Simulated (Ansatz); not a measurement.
**RbCaH$_{3}$, first-principles data**

RbCaH3:
```xyz
5
Lattice="4.3983 0.0000 0.0000 0.0000 4.3983 0.0000 0.0000 0.0000 4.3983" Properties=species:S:1:pos:R:3 pbc="T T T"
Rb     0.0000     0.0000     0.0000
Ca     2.1992     2.1992     2.1992
H      2.1992     0.0000     2.1992
H      0.0000     2.1992     2.1992
H      2.1992     2.1992     0.0000
```

Space group Pm-3m (No. 221), cubic perovskite; conventional cell a = b = c = 4.398 Å, α = β = γ = 90.00°.

Method: DFT-LDA in the program Ansatz with PAW potentials. The cell and atoms are relaxed at this level. Other levels are named where they apply.

Cell and energy:

Volume per atom: 17.02 Å³
Density: 2.51 g/cm³
Formation energy from the elements (no fitted shifts): -0.48 eV/atom

Electronic structure:

- Band gap: 2.83 eV (direct)
- Valence-band maximum: at M
- Conduction-band minimum: at M (3 equivalent valleys)
- Electron effective mass: 0.40, 0.40, 0.64 mₑ (principal values)
- Weight of the conduction-edge state by species (Voronoi cells): H 58 %, Rb 21 %, Ca 21 %
- Weight of the valence-edge state by species (Voronoi cells): H 88 %, Ca 7 %, Rb 6 %

Mechanics:

Bulk modulus (Birch–Murnaghan fit): 29.0 GPa
Pressure derivative B′: 3.7
Elastic constants (relaxed ions, GPa): C11 = 64.2, C12 = 11.3, C44 = 19.0
Mechanical stability: stable (all eigenvalues of C positive)
Hill bulk and shear moduli: 28.9 and 21.7 GPa
Young's modulus: 52.0 GPa
Poisson's ratio: 0.20
Debye temperature from the elastic constants: 376 K

Dielectric response:

- Electronic dielectric constant ε∞ (DFPT) = 3.45
- Static dielectric constant ε0 (ions relaxed, cell fixed) = 11.9
- Born charges (a third of the trace) = Rb +1.09, Ca +1.74, H -0.94 e

Phonons:

- Highest zone-centre frequency (without LO–TO term): 1207 cm^-1
- Zone-centre stability: no imaginary mode at Γ
- Dynamical stability on the path: stable (no imaginary branch)
- Zero-point energy: 87.8 meV/atom
- Vibrational entropy at 300 K: 22.3 J/(K·mol of atoms)

The workflow started from a Materials Project entry (that database holds measured and hypothetical structures alike); the Crystallography Open Database files this formula in space group No. 221, but the cells were not matched. Its standing as an ambient phase is unchecked. The cell was relaxed with LDA under the symmetry of its start. The references are the lowest solids computed at this level, not always the standard phases (solids in place of the gases). Spin–orbit coupling is left out wherever it is not named.

Potentials: the later of the program's two PAW sets.
